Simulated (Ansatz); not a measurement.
Sc$_{3}$Cr: which magnetic state is lowest?

The calculation used DFT PBE, scalar-relativistic, plane waves, PAW (Ansatz 0.2.0).

```
Sc Cr
1.0
     0.00000    3.49726    3.49726
     3.49726    0.00000    3.49726
     3.49726    3.49726    0.00000
Sc Cr
3 1
Direct
  0.25000 0.25000 0.25000
  0.75000 0.75000 0.75000
  0.50000 0.50000 0.50000
  0.00000 0.00000 0.00000
```

The plane-wave cutoff is 420 eV. The Γ-centred k-mesh is 10×10×10, the occupation rule is Gaussian smearing, 0.1 eV and the list of starting moments (μB, in atom order) is 0 0 0 3. The check for lower electronic states after the SCF is off.

Each order was relaxed in cell and atoms. A propagation vector, in units of the reciprocal vectors, doubles the cell, which takes an equally dense mesh. Site moments are spin moments in atom-centred spheres that scale with the neighbour distance. The states are those that the runs reached from these starts; a lower one can exist.

Task: Starts tried: no spin; ferromagnetic; antiferromagnetic, doubled cell, propagation vector (0, 0, 1/2). Which state comes out lowest, and what are the moments?

Result: The lowest state is ferromagnetic, reached from the start “ferromagnetic”, with site moments (μB) Sc -0.14 (×2), Sc -0.37, Cr +3.26.

| start | ends | energy above lowest (meV/atom) | site moments (μB) | gap on mesh (eV) | volume (Å³/atom) |
| --- | --- | --- | --- | --- | --- |
| no spin | non-magnetic | 176 | none over 0.05 | metal | 19.86 |
| ferromagnetic | ferromagnetic | 0.00 | Sc -0.14 (×2), Sc -0.37, Cr +3.26 | metal | 21.39 |
| antiferromagnetic, doubled cell, propagation vector (0, 0, 1/2) | antiferromagnetic | 19.5 | Sc -0.09 (×2), Sc +0.09 (×2), Cr +3.17, Cr -3.17 | metal | 21.37 |

Cost: 3 runs of about 9.9 core-minutes in all, on Intel Xeon Processor @ 2.50GHz (Skylake/Cascade Lake) (shared hosts).